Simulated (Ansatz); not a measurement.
Y₂CI₂ (P-3m1) from a database structure, relaxed with r2SCAN+rVV10, was run in the plane-wave code Ansatz under altered settings. All numbers are computed, without spin polarisation but where a row says otherwise.

```
Y C I
1.0
     3.85754    0.00000    0.00000
    -1.92877    3.34073    0.00000
     0.00000    0.00000   10.47024
Y C I
2 1 2
Direct
  0.33333 0.66667 0.12508
  0.66667 0.33333 0.87492
  0.00000 0.00000 0.00000
  0.33333 0.66667 0.66924
  0.66667 0.33333 0.33076
```

The base run's other keys:
```yaml
kpoints:
  mp_grid: { grid: [6, 6, 2] }
hamiltonian:
  xc: hse06
scf:
  occupations: { method: fixed }
  n_extra_bands: 5
```

It takes 21 iterations with 2639 plane waves at 420 eV and 14 k points, and leaves a mean stress of +0.24 GPa. The gap over this mesh is 1.151 eV. It ran on 4 threads of Arm Neoverse N1 (shared host).

Outcomes, with energy and stress as changes against the base:

| setting | outcome | ΔF (meV/atom) | Δ mean stress (GPa) | gap on the mesh (eV) | iterations | wall time |
| --- | --- | --- | --- | --- | --- | --- |
| hamiltonian.xc: pbe0 | converged | – | 0.0 | 1.800 | 19 | 69 s |
| scf.mixing.beta: 0.05 | converged | 0.0 | 0.0 | 1.151 | 24 | 78 s |

A dash marks a value that wasn't obtained or can't be compared. Stress is positive in compression. The base took 76 s. The base's mesh is coarse for a hybrid, so its own values aren't converged.

- hamiltonian.xc: pbe0. The mean stress moves by 0.0 GPa and the gap on the mesh by +0.650 eV (to 1.800). It's another functional on the same cell, so totals aren't comparable.

Within 1 meV an atom, 0.1 GPa and 0.005 eV of the base stay: scf.mixing.beta: 0.05.

Spin-orbit coupling is left out, which matters wherever the heavy atoms make up the band edges.

The stress of a hybrid is loosely converged in these runs.

The meshes of the hybrids are coarse, so their gaps aren't converged to the digits shown.
